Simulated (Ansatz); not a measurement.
Relax this structure to zero stress and force, keeping its symmetry:

```xyz
6
Lattice="0.0000 4.1180 4.2615 2.3865 0.0000 4.2615 2.3865 4.1180 0.0000" Properties=species:S:1:pos:R:3 pbc="T T T"
Ti    3.5797    6.1770    6.3922
Ti    2.3865    4.1180    4.2615
Si    1.1932    0.6836    2.1307
Si    1.1932    3.4344    2.1307
Si    2.3865    1.3754    4.2615
Si    2.3865    6.8606    4.2615
```

Theory: DFT r2SCAN, scalar-relativistic, plane waves, PAW in Ansatz.

Settings: cutoff 500 eV, Γ-centred mesh 10×10×10 on the computed 6-atom cell, Gaussian smearing of 0.10 eV; no spin polarisation.

What does it relax to?

The volume is unchanged to within 0.01 Å³/atom to 13.96 Å³/atom, and the energy falls by 2.9 meV/atom. Final structure:
```cif
data_structure
_symmetry_space_group_name_H-M 'Fddd:1'
_symmetry_Int_Tables_number 70
_cell_length_a 4.7807
_cell_length_b 8.2320
_cell_length_c 8.5162
_cell_angle_alpha 90.000
_cell_angle_beta 90.000
_cell_angle_gamma 90.000
_cell_volume 335.15
loop_
_atom_site_label
_atom_site_type_symbol
_atom_site_symmetry_multiplicity
_atom_site_Wyckoff_symbol
_atom_site_fract_x
_atom_site_fract_y
_atom_site_fract_z
_atom_site_occupancy
Ti1 Ti 8 b 0.75000 0.25000 0.25000 1
Si1 Si 16 f 0.75000 0.58733 0.25000 1
```